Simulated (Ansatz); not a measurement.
Relaxed-ion elastic tensor of H4BrN in space group P4/nmm (No. 129; H on 8i, Br on 2c, N on 2a) in GPa (Voigt order), r²SCAN+D4 (plane waves, PAW; program Ansatz); density 2.48 g/cm³, 10.95 Å³ per atom.

```json
[
 {"": "1", "1": "30.8", "2": "15.3", "3": "6.8", "4": "0.0", "5": "0.0", "6": "0.0"},
 {"": "2", "1": "15.3", "2": "30.8", "3": "6.8", "4": "0.0", "5": "0.0", "6": "0.0"},
 {"": "3", "1": "6.8", "2": "6.8", "3": "28.7", "4": "0.0", "5": "0.0", "6": "0.0"},
 {"": "4", "1": "0.0", "2": "0.0", "3": "0.0", "4": "9.0", "5": "0.0", "6": "0.0"},
 {"": "5", "1": "0.0", "2": "0.0", "3": "0.0", "4": "0.0", "5": "9.0", "6": "0.0"},
 {"": "6", "1": "0.0", "2": "0.0", "3": "0.0", "4": "0.0", "5": "0.0", "6": "13.8"}
]
```

### Question
Is the crystal mechanically stable?

### Answer
Yes: the smallest eigenvalue of C is 9.0 GPa.

### Question
Work out the Voigt, Reuss and Hill averages.

### Answer
K_V = 16.5, K_R = 16.1, K_H = 16.3; G_V = 10.5, G_R = 9.9, G_H = 10.2 GPa.

### Question
Give Young's modulus, Poisson's ratio, Pugh's ratio and the universal anisotropy index.

### Answer
E = 9KG/(3K + G) = 25.3 GPa; ν = 0.24; K/G = 1.60 (brittle by the Pugh limit of 1.75); A_U = 5G_V/G_R + K_V/K_R − 6 = 0.29.

### Question
Estimate the sound speeds and the Debye temperature.

### Answer
v_l = √((K + 4G/3)/ρ) = 3480 m/s, v_t = √(G/ρ) = 2030 m/s, mean 2250 m/s; Θ = (h/k)(3n/4πV)^(1/3) v_m = 302 K.

### Question
Solve the Christoffel equation for the three sound speeds along x, y, z.

### Answer
Eigenvalues of C_ijkl n_j n_l equal ρv². In km/s, slowest first: x 1.91, 2.36, 3.53; y 1.91, 2.36, 3.53; z 1.91, 1.91, 3.41.

### Question
How much does each axis shrink under pressure?

### Answer
Linear compressibilities β_i = Σ_j S_ij (j = 1 to 3): x 18, y 18, z 26 per TPa.

The workflow started from a Materials Project entry (that database holds measured and hypothetical structures alike); the Crystallography Open Database files this formula in space group No. 129, but the cells were not matched. Its standing as an ambient phase is unchecked. Symmetry was held in the r²SCAN+D4 relaxation; phonons on a q-mesh show no instability.

Potentials: the later of the program's two PAW sets.
